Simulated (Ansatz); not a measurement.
SrTiO$_{3}$:
```xyz
5
Lattice="3.8914 0.0000 0.0000 0.0000 3.8914 0.0000 0.0000 0.0000 3.8914" Properties=species:S:1:pos:R:3 pbc="T T T"
Sr     0.0000     0.0000     0.0000
Ti     1.9457     1.9457     1.9457
O      1.9457     0.0000     1.9457
O      0.0000     1.9457     1.9457
O      1.9457     1.9457     0.0000
```

Cartesian axes are those of the cell as given.

### Question
Give the high-frequency dielectric tensor and the Born effective charge tensors of the independent atoms from DFPT, PBEsol (plane waves, PAW; program Ansatz).

### Answer

ε∞:
```
6.31  0.00  0.00
0.00  6.31  0.00
0.00  0.00  6.31
```
Z* of atom 1 (Sr), rows: field, columns: displacement, in e:
```
2.56  0.00  0.00
0.00  2.56  0.00
0.00  0.00  2.56
```
Z* of atom 2 (Ti), rows: field, columns: displacement, in e:
```
7.31  0.00  0.00
0.00  7.31  0.00
0.00  0.00  7.31
```
Z* of atom 3 (O), rows: field, columns: displacement, in e:
```
-2.04   0.00   0.00
 0.00  -5.79   0.00
 0.00   0.00  -2.04
```

Space group Pm-3m (cubic perovskite). Symmetry was held in the PBEsol relaxation. At this level the phase is dynamically unstable (imaginary phonons). The run is not spin-polarised. Spin–orbit coupling is left out wherever it is not named.

Potentials: the earlier of the program's two PAW sets. The files were generated under PBE; for other functionals the program regenerates the frozen cores, and for LDA and PBEsol the local potential too.
